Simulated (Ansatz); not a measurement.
From three elastic constants to directional properties of BeTlCl3

Theory: DFT PBE, scalar-relativistic, plane waves, PAW in Ansatz 0.2.0. Settings: 420 eV plane-wave cutoff, Γ-centred 6×6×6 mesh, fixed occupations. No spin polarisation.

The cell is fixed (symmetry leaves no force on the atoms) and stands under -0.1 GPa:
```
CELL_PARAMETERS angstrom
4.71340 0.00000 0.00000
0.00000 4.71340 0.00000
0.00000 0.00000 4.71340
ATOMIC_POSITIONS crystal
Tl 0.00000 0.00000 0.00000
Be 0.50000 0.50000 0.50000
Cl 0.50000 0.50000 0.00000
Cl 0.50000 0.00000 0.50000
Cl 0.00000 0.50000 0.50000
```

The cell is the ideal cubic perovskite prototype; whether it is the stable structure of this composition wasn't checked. Spin–orbit coupling is left out, which can shift energies with elements as heavy as these.

With ions relaxed, on the cubic axes: C11 = 53.3, C12 = 37.7, C44 = 37.8 GPa. The density is 5.070 g/cm³. Zone-centre modes weren't checked beside this run.

Task: Is the crystal stable against strain, and how anisotropic is it?

Result: Born's conditions hold: C11 + 2C12 = 128.8, C11 − C12 = 15.6 and C44 = 37.8 GPa are all positive. B = (C11 + 2C12)/3 = 42.9 GPa. The two shear moduli are C44 and C′ = (C11 − C12)/2 = 7.8 GPa, so Zener's ratio is A = C44/C′ = 4.85: the tetragonal shear C′ is the soft one, as in many fcc and bcc metals and zincblende crystals. The Cauchy pressure C12 − C44 is 0.0 GPa; it would vanish for pair forces between atoms on inversion centres at zero pressure, and here it is small.

Task: Give the sound speeds along the three symmetry directions.

Result: The Christoffel equation gives ρv² for each branch:
| direction | branch | ρv² | GPa | v (m/s) |
| --- | --- | --- | --- | --- |
| [100] | L | C11 | 53.3 | 3243 |
| [100] | T (×2) | C44 | 37.8 | 2730 |
| [110] | L | (C11 + C12 + 2C44)/2 | 83.3 | 4054 |
| [110] | T, u ∥ [001] | C44 | 37.8 | 2730 |
| [110] | T, u ∥ [1-10] | (C11 − C12)/2 | 7.8 | 1239 |
| [111] | L | (C11 + 2C12 + 4C44)/3 | 93.3 | 4290 |
| [111] | T (×2) | (C11 − C12 + C44)/3 | 17.8 | 1873 |

Task: How does Young's modulus depend on direction?

Result: Inverting gives S11 = 45.406, S12 = -18.820, S44 = 26.462 TPa⁻¹. Along a unit vector (l, m, n), 1/E = S11 − 2(S11 − S12 − S44/2)(l²m² + m²n² + n²l²), where the last bracket is 0, 1/4 and 1/3 for [100], [110] and [111]: E = 22, 50 and 88 GPa. With A > 1 the body diagonal is stiffest. For a film on (001), the biaxial modulus is C11 + C12 − 2C12²/C11 = 38 GPa and the normal strain is −2C12/C11 = -1.42 times the in-plane one.

Symmetry holds off the tilts and polar distortions that many cubic perovskites undergo.